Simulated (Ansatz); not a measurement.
# Calculated with Ansatz: Cs$_{2}$GaAgCl$_{6}$, relaxation

The command:

```bash
ansatz run input.yaml --threads 2 --pin off --max-ram 2560MiB --backend cpu --events-out ev --progress --plain --runs-dir out
```

The input file (Ansatz 0.2.0, plane waves):

```yaml
crystal:
  lattice:
    - [0.0, 5.231576, 5.231576]
    - [5.231576, 0.0, 5.231576]
    - [5.231576, 5.231576, 0.0]
  atoms:
    - { symbol: Cs, position: [0.25, 0.25, 0.25] }
    - { symbol: Cs, position: [0.75, 0.75, 0.75] }
    - { symbol: Ga, position: [0.0, 0.0, 0.0] }
    - { symbol: Ag, position: [0.5, 0.5, 0.5] }
    - { symbol: Cl, position: [0.75373, 0.24627, 0.24627] }
    - { symbol: Cl, position: [0.24627, 0.75373, 0.24627] }
    - { symbol: Cl, position: [0.24627, 0.75373, 0.75373] }
    - { symbol: Cl, position: [0.75373, 0.24627, 0.75373] }
    - { symbol: Cl, position: [0.24627, 0.24627, 0.75373] }
    - { symbol: Cl, position: [0.75373, 0.75373, 0.24627] }
  symmetry: { tolerance: 0.0003 }
kpoints:
  mp_grid: { grid: [6, 6, 6], shift: [0, 0, 0] }
magnetization:
  spin_polarized: false
scf:
  occupations: { method: gaussian, width: 0.2784 }
  lower_state_search: "off"
hamiltonian:
  pseudopotentials: { kind: paw }
  xc: lda
basis:
  ecutwfc: 420
  fft_grid_basis: typed
relax:
  max_steps: 80
  cell: { p_target: 0.0 }
  f_tol: 0.03
output:
  forces: true
  stress: true
  eigenvalues: true
  bader: true
  populations: true
  elf: true
  write_potential: true
  volumetric_format: npy
  dos:
    e_range: [-12, 8]
    de: 0.05
    projected: { site_lists: { Ag: [Ag], Cl: [Cl], Cs: [Cs], Ga: [Ga] } }
  write_density: true
checkpoint:
  read: saved_state
```

Origin of the cell: a known structure type with other elements, at an estimated volume, so it need not be a known compound.

The saved state is a converged single point of the same cell.

Steps («new basis» is an SCF on plane waves selected anew at the same cell):

| step | ΔF (meV/atom) | max force component (eV/Å) | P (GPa) | volume (Å³) | SCF iterations | step was |
| --- | --- | --- | --- | --- | --- | --- |
| 1 | 0.0 | 0.703 | -5.01 | 286.37 | 8 | accepted |
| 2 | -95.3 | 0.189 | -1.35 | 253.64 | 7 | accepted |
| 3 | -97.4 | 0.214 | 0.80 | 243.44 | 6 | accepted |
| 4 | -99.0 | 0.021 | -0.04 | 246.61 | 5 | accepted |
| 5 | -98.8 | 0.020 | -0.04 | 246.61 | 7 | new basis |

Step 1, with forces in eV/Å:

```xyz
10
Lattice="0.000 5.232 5.232 5.232 0.000 5.232 5.232 5.232 0.000" Properties=species:S:1:pos:R:3:forces:R:3 pbc="T T T" step=1
Cs    2.616    2.616    2.616    0.000    0.000    0.000
Cs    7.847    7.847    7.847    0.000    0.000    0.000
Ga    0.000    0.000    0.000    0.000    0.000    0.000
Ag    5.232    5.232    5.232    0.000    0.000    0.000
Cl    2.577    5.232    5.232   -0.703    0.000    0.000
Cl    5.232    2.577    5.232    0.000   -0.703    0.000
Cl    7.886    5.232    5.232    0.703    0.000    0.000
Cl    5.232    7.886    5.232    0.000    0.703    0.000
Cl    5.232    5.232    2.577    0.000    0.000   -0.703
Cl    5.232    5.232    7.886    0.000    0.000    0.703
```

Step 2, with forces in eV/Å:

```xyz
10
Lattice="0.000 5.024 5.024 5.024 0.000 5.024 5.024 5.024 0.000" Properties=species:S:1:pos:R:3:forces:R:3 pbc="T T T" step=2
Cs    2.512    2.512    2.512    0.000    0.000    0.000
Cs    7.536    7.536    7.536    0.000    0.000    0.000
Ga    0.000    0.000    0.000    0.000    0.000    0.000
Ag    5.024    5.024    5.024    0.000    0.000    0.000
Cl    2.400    5.024    5.024   -0.189    0.000    0.000
Cl    5.024    2.400    5.024    0.000   -0.189    0.000
Cl    7.648    5.024    5.024    0.189    0.000    0.000
Cl    5.024    7.648    5.024    0.000    0.189    0.000
Cl    5.024    5.024    2.400    0.000    0.000   -0.189
Cl    5.024    5.024    7.648    0.000    0.000    0.189
```

Step 3, with forces in eV/Å:

```xyz
10
Lattice="0.000 4.956 4.956 4.956 0.000 4.956 4.956 4.956 0.000" Properties=species:S:1:pos:R:3:forces:R:3 pbc="T T T" step=3
Cs    2.478    2.478    2.478    0.000    0.000    0.000
Cs    7.434    7.434    7.434    0.000    0.000    0.000
Ga    0.000    0.000    0.000    0.000    0.000    0.000
Ag    4.956    4.956    4.956    0.000    0.000    0.000
Cl    2.342    4.956    4.956    0.214    0.000    0.000
Cl    4.956    2.342    4.956    0.000    0.214    0.000
Cl    7.570    4.956    4.956   -0.214    0.000    0.000
Cl    4.956    7.570    4.956    0.000   -0.214    0.000
Cl    4.956    4.956    2.342    0.000    0.000    0.214
Cl    4.956    4.956    7.570    0.000    0.000   -0.214
```

Step 4, with forces in eV/Å:

```xyz
10
Lattice="0.000 4.977 4.977 4.977 0.000 4.977 4.977 4.977 0.000" Properties=species:S:1:pos:R:3:forces:R:3 pbc="T T T" step=4
Cs    2.489    2.489    2.489    0.000    0.000    0.000
Cs    7.466    7.466    7.466    0.000    0.000    0.000
Ga    0.000    0.000    0.000    0.000    0.000    0.000
Ag    4.977    4.977    4.977    0.000    0.000    0.000
Cl    2.368    4.977    4.977   -0.021    0.000    0.000
Cl    4.977    2.368    4.977    0.000   -0.021    0.000
Cl    7.586    4.977    4.977    0.021    0.000    0.000
Cl    4.977    7.586    4.977    0.000    0.021    0.000
Cl    4.977    4.977    2.368    0.000    0.000   -0.021
Cl    4.977    4.977    7.586    0.000    0.000    0.021
```

Step 5, with forces in eV/Å:

```xyz
10
Lattice="0.000 4.977 4.977 4.977 0.000 4.977 4.977 4.977 0.000" Properties=species:S:1:pos:R:3:forces:R:3 pbc="T T T" step=5
Cs    2.489    2.489    2.489    0.000    0.000    0.000
Cs    7.466    7.466    7.466    0.000    0.000    0.000
Ga    0.000    0.000    0.000    0.000    0.000    0.000
Ag    4.977    4.977    4.977    0.000    0.000    0.000
Cl    2.368    4.977    4.977   -0.020    0.000    0.000
Cl    4.977    2.368    4.977    0.000   -0.020    0.000
Cl    7.586    4.977    4.977    0.020    0.000    0.000
Cl    4.977    7.586    4.977    0.000    0.020    0.000
Cl    4.977    4.977    2.368    0.000    0.000   -0.020
Cl    4.977    4.977    7.586    0.000    0.000    0.020
```

```
Free energy lowered by  : 98.8 meV/atom
Volume change           : -13.89 %
Final pressure          : -0.04 GPa
Relaxation steps listed : 5
Gap on the mesh         : 0.51 eV
```

Caveats: the relaxation held the start's symmetry, so the end may be a saddle point; wide smearing.

Time: 59 s on 2 threads of Intel(R) Xeon(R) Platinum 8488C (Sapphire Rapids), on a shared host, peak memory 0.77 GiB, from a saved density.
